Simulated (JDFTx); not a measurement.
System: Mo3Si(100) (Pm-3n bulk; lattice of mp-1275, not re-optimised at this level), 1x1 cell of 13 atoms in 7 planes (Mo outermost, slab composition Mo10Si3), area 23.91 Å² a face, 7.1 Å between the outermost planes in a cell 23.3 Å high; k mesh 4×4×1, Fermi width 0.01 Ha, no spin polarisation. Whether this polymorph is the ambient one wasn't checked.

Level of theory: PBE, GBRV ultrasoft potentials, plane waves to 20/100 Ha; code: JDFTx (a modified build). Liquid on both sides: linear PCM (GLSSA13), water, 1 M NaCl; nuclei fixed. 

Charging data:

| U − U_pzc (V) | σ (μC/cm²) |
|---|---|
| -0.91 | -18.93 |
| -0.71 | -15.76 |
| -0.51 | -12.35 |
| 0.00 | 0.00 |

Worked example: a check of Lippmann's equation. The grand free energy per area against the neutral slab, Δγ = [F(N) − F(N₀) − μ(N − N₀)]/2A, is taken from the total energies of the same runs.

| U − U_pzc (V) | Δγ (mJ/m²) |
|---|---|
| -0.91 | -98.6 |
| -0.71 | -63.9 |
| -0.51 | -35.7 |
| 0.00 | 0.0 |

Δγ is largest at zero charge and falls away from it, as dγ/dU = −σ demands. At -0.91 V the computed -98.6 mJ/m² stands beside -85.9 mJ/m² from the constant-capacitance formula.
